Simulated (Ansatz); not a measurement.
# SnO: electron density at the nuclei under pressure

```yaml
crystal:
  lattice:
    - [3.80200, 0.00000, 0.00000]
    - [0.00000, 3.80200, 0.00000]
    - [0.00000, 0.00000, 4.83600]
  atoms:
    - { symbol: Sn, position: [0.00000, 0.50000, 0.23850] }
    - { symbol: Sn, position: [0.50000, 0.00000, 0.76150] }
    - { symbol: O, position: [0.00000, 0.00000, 0.00000] }
    - { symbol: O, position: [0.50000, 0.50000, 0.00000] }
```

Atoms are numbered in the order listed.

Conventional cell: a = 3.802 Å, b = 3.802 Å, c = 4.836 Å, α = 90.00°, β = 90.00°, γ = 90.00°. Around Sn (atom 1) lie 4 O at 2.22 Å. Around O (atom 3) lie 4 Sn at 2.22 Å.

The cell is COD entry 9008956, as deposited and not checked against the literature; nothing was relaxed.

Spin–orbit coupling is left out, though it moves levels of the heavy atoms by tenths of an eV or more.

The calculation used DFT, PBEsol, all-electron PAW with datasets made for the crystal, scalar-relativistic (Ansatz 0.2.0).

Sampling and basis: a Γ-centred 8×8×6 k mesh, Fermi–Dirac smearing of 0.01 eV, cutoff 360 eV (chosen by the program for this cell), no spin polarisation.

The contact density is the mean electron density over the nuclear volume; its changes set Mössbauer isomer shifts. Changes below are taken from the unscaled cell, where it is 1.23453e+06 e/Å³ at Sn1, 2146.16 e/Å³ at O3.

Volumes at which the program chose other datasets or cutoffs are left out.

The datasets are made afresh for each cell, so very small changes are uncertain.

Problem. Does compression raise or lower the contact density at O3?

Solution. It lowers it, by 0.25 e/Å³ over the whole range.

Problem. Tabulate the changes with volume.

Solution. 
```csv
V/V(cell),P (GPa),Δρ(0) Sn1 (e/Å³),Δρ(0) O3 (e/Å³)
0.9600,4.2,-4.98,-0.21
0.9800,1.9,-2.61,-0.09
0.9900,0.9,-1.43,-0.04
1.0000,-0.1,0.00,0.00
1.0100,-1.0,1.44,0.04
```
